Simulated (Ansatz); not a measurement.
A relaxed cell of HfCl5 is given with its symmetry left out. The cell was found from a structure generator's guess, not taken from experiment.

Theory: DFT PBE, scalar-relativistic, plane waves, PAW in Ansatz 0.2.0. Cutoff 420 eV, Γ-centred mesh, Gaussian smearing, no spin polarisation.

```
CELL_PARAMETERS angstrom
3.45671 1.99573 3.30980
-3.45671 1.99573 3.30980
0.00000 -3.99147 3.30980
ATOMIC_POSITIONS crystal
Hf 0.00000 0.00000 0.00000
Cl 0.00000 0.00000 0.50000
Cl 0.50000 0.00000 0.00000
Cl 0.00000 0.50000 0.00000
Cl 0.60100 0.60100 0.60100
Cl 0.39900 0.39900 0.39900
```

The zero of energy is the elements' standard structures at the same level (Cl₂ as a molecule); no fitted shifts are applied.

Task: What space group does it have?

Result: R-3m (No. 166). Conventional cell: a = 6.913 Å, c = 9.929 Å. Hf is surrounded by 6 Cl at 2.59 Å; around Cl on a site of symmetry 2/m lie 2 Hf at 2.59 Å; around Cl on a site of symmetry 3m lies 1 Cl at 2.01 Å.

Task: What is its formation energy per atom?

Result: −0.84 eV/atom.

Task: Is it a metal?

Result: Yes, bands cross the Fermi level on the 6×6×6 mesh.

The last run used a 6×6×6 mesh for its 6-atom cell and Gaussian smearing of 0.10 eV. Spin–orbit coupling, which can matter for Hf, is left out. An odd number of electrons in the primitive cell allows no gap without spin; a larger cell or a magnetic state could open one. Symmetry constrained the relaxation, so the result can be a saddle point. Another cell of HfCl5 relaxed alike, in R-3m, lies 251 meV/atom lower, so this cell isn't the stable form at this level.
